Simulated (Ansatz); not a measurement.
Lattice vibrations of AlN at Γ at 2 GPa

These are results of Ansatz, DFT LDA, scalar-relativistic, plane waves, PAW, not measurements. Plane waves to 420 eV; Γ-centred k mesh 10×10×10; fixed occupations. No spin polarisation. Phonons by linear response, acoustic sum rule imposed.

The cell, relaxed at 2 GPa:
```xyz
2
Lattice="0.0000 2.1644 2.1644 2.1644 0.0000 2.1644 2.1644 2.1644 0.0000" Properties=species:S:1:pos:R:3 pbc="T T T"
Al    0.0000    0.0000    0.0000
N     3.2466    3.2466    3.2466
```

(1) Give the high-frequency dielectric tensor ε∞.

(2) Give the Born effective charges.

(3) How large is the static dielectric tensor with the ions free to move, and what share of it is ionic?

Results:

(1)
```
4.52 0.00 0.00
0.00 4.52 0.00
0.00 0.00 4.52
```

(2)
```csv
atom,Z*xx,Z*yy,Z*zz,mean
Al (atom 1),2.54,2.54,2.54,2.54
N (atom 2),-2.54,-2.54,-2.54,-2.54
```

(3)
```
8.3 0.0 0.0
0.0 8.3 0.0
0.0 0.0 8.3
```
The ions give 45 % of its trace.

This zinc-blende form isn't the usual stable structure of the compound at low pressure.

Cost: 1 run of about 0.2 core-minutes, on Intel Xeon 6975P-C (Granite Rapids) (shared hosts).